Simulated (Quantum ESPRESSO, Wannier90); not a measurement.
# Wannierisation of Pt (fcc (Cu type))

Structure: Materials Project mp-126, symmetrised, not relaxed again. This is the element's usual structure. Computed values, not measurements, from PBEsol: Quantum ESPRESSO (norm-conserving PseudoDojo potentials, cutoff 68 Ry, no spin polarisation, no spin-orbit coupling) on a Γ-centred 12×12×12 mesh, then Wannier90. Density: 18×18×18 mesh, cold smearing 0.01 Ry. Spin-orbit coupling is left out although heavy elements are present.

Input w.win:

```
num_bands = 17
num_wann = 9
exclude_bands = 1-4
num_iter = 0
conv_tol = 1.0e-6
conv_window = 4
dis_num_iter = 1000
dis_conv_tol = 1.0e-6
dis_froz_max = 24.40
write_hr = true
write_u_matrices = true
begin projections
Pt: s;p;d
end projections
begin unit_cell_cart
ang
    0.0000000000    1.9715750000    1.9715750000
    1.9715750000    0.0000000000    1.9715750000
    1.9715750000    1.9715750000    0.0000000000
end unit_cell_cart
begin atoms_frac
Pt   0.0000000000  0.0000000000  0.0000000000
end atoms_frac
mp_grid = 12 12 12
begin kpoints
0.0000000000 0.0000000000 0.0000000000
0.0000000000 0.0000000000 0.0833333333
0.0000000000 0.0000000000 0.1666666667
... (1725 more lines: the 12x12x12 mesh through Gamma)
end kpoints
```

On the energy scale of pw.x, whose zero is arbitrary, the Fermi level lies at 22.90 eV. Lines of w_hr.dat (R1 R2 R3 m n Re Im, eV) for R = 0 and one of the shortest lattice vectors, rounded to 0.01 eV, lines under 0.02 eV left out; orbitals in order: Pt1 s, Pt1 pz, Pt1 px, Pt1 py, Pt1 dz2, Pt1 dxz, Pt1 dyz, Pt1 dx2-y2, Pt1 dxy.

```
    0    0    0    1    1    27.13     0.00
    0    0    0    2    2    35.95     0.00
    0    0    0    3    3    35.95     0.00
    0    0    0    4    4    35.95     0.00
    0    0    0    5    5    20.34     0.00
    0    0    0    6    6    20.29     0.00
    0    0    0    7    7    20.29     0.00
    0    0    0    8    8    20.34     0.00
    0    0    0    9    9    20.29     0.00
   -1    0    0    1    1    -0.83     0.00
   -1    0    0    2    1     1.38     0.00
   -1    0    0    4    1     1.38     0.00
   -1    0    0    5    1    -0.24     0.00
   -1    0    0    7    1    -0.70     0.00
   -1    0    0    8    1     0.42     0.00
   -1    0    0    1    2    -1.38     0.00
   -1    0    0    2    2     1.36     0.00
   -1    0    0    4    2     2.00     0.00
   -1    0    0    5    2    -0.04     0.00
   -1    0    0    7    2    -0.74     0.00
   -1    0    0    8    2     0.58     0.00
   -1    0    0    6    3     0.18     0.00
   -1    0    0    9    3     0.18     0.00
   -1    0    0    1    4    -1.38     0.00
   -1    0    0    2    4     2.00     0.00
   -1    0    0    4    4     1.36     0.00
   -1    0    0    5    4    -0.48     0.00
   -1    0    0    7    4    -0.74     0.00
   -1    0    0    8    4     0.32     0.00
   -1    0    0    1    5    -0.24     0.00
   -1    0    0    2    5     0.04     0.00
   -1    0    0    4    5     0.48     0.00
   -1    0    0    5    5     0.29     0.00
   -1    0    0    7    5    -0.19     0.00
   -1    0    0    8    5     0.34     0.00
   -1    0    0    3    6    -0.18     0.00
   -1    0    0    6    6     0.20     0.00
   -1    0    0    9    6     0.28     0.00
   -1    0    0    1    7    -0.70     0.00
   -1    0    0    2    7     0.74     0.00
   -1    0    0    4    7     0.74     0.00
   -1    0    0    5    7    -0.19     0.00
   -1    0    0    7    7    -0.71     0.00
   -1    0    0    8    7     0.32     0.00
   -1    0    0    1    8     0.42     0.00
   -1    0    0    2    8    -0.58     0.00
   -1    0    0    4    8    -0.32     0.00
   -1    0    0    5    8     0.34     0.00
   -1    0    0    7    8     0.32     0.00
   -1    0    0    8    8    -0.11     0.00
   -1    0    0    3    9    -0.18     0.00
   -1    0    0    6    9     0.28     0.00
   -1    0    0    9    9     0.20     0.00
```
